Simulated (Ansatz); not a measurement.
Tl, DFT, PBE, all-electron LAPW, scalar-relativistic (Ansatz 0.2.0), run on 1 thread of AMD EPYC 7R43 64-Core Processor (Zen 3) on a shared host.

The cell is the one relaxed in the Materials Project (mp-82), not relaxed further here; entries there can be hypothetical.

Command: `ansatz run input.yaml --threads 1 --pin off --max-ram 2048MiB --backend cpu --events-out ev --progress --plain --runs-dir out`

```yaml
crystal:
  lattice:
    - [3.4973395198, 0.0, 0.0]
    - [-1.7486697599, 3.0287848698, 0.0]
    - [0.0, 0.0, 5.64656168]
  atoms:
    - { symbol: Tl, position: [0.3333333333, 0.6666666667, 0.25] }
    - { symbol: Tl, position: [0.6666666667, 0.3333333333, 0.75] }
kpoints:
  mp_grid: { grid: [11, 11, 6] }
  band_path:
    path:
      - [0.0, 0.0, 0.0]
      - [0.5, 0.0, 0.0]
      - [0.3333333333, 0.3333333333, 0.0]
      - [0.0, 0.0, 0.0]
      - [0.0, 0.0, 0.5]
      - [0.5, 0.0, 0.5]
      - [0.3333333333, 0.3333333333, 0.5]
      - [0.0, 0.0, 0.5]
      - [0.5, 0.0, 0.5]
    npoints: 14
scf:
  occupations: { method: fermi_dirac, width: 0.05 }
hamiltonian:
  xc: pbe
  pseudopotentials: { kind: all_electron, lapw: { basis_error: 0.00025 } }
output:
  forces: true
  stress: true
  eigenvalues: true
  fatbands: true
  populations: true
  dos: { projected: true, de: 0.2, e_range: [-14, 8] }
```

Q: How large is the problem that the program sets up?

A: 64 irreducible k-points, 325 plane waves at Γ, 42 bands.

Q: About how long does it take?

A: 110 s of wall time for 6 SCF iterations. Times on shared machines scatter by tens of per cent.

Q: And the same cell and mesh by PAW (frozen-core files), asked for forces, stress, eigenvalues, efg, populations, bader, dos, write_density, write_potential, elf and the same band path, on the same hardware?

A: 29 s.

Q: And the same cell and mesh by all-electron PAW (datasets made for this crystal), asked for forces, stress, eigenvalues, efg and the same band path, on the same hardware?

A: 24 s.
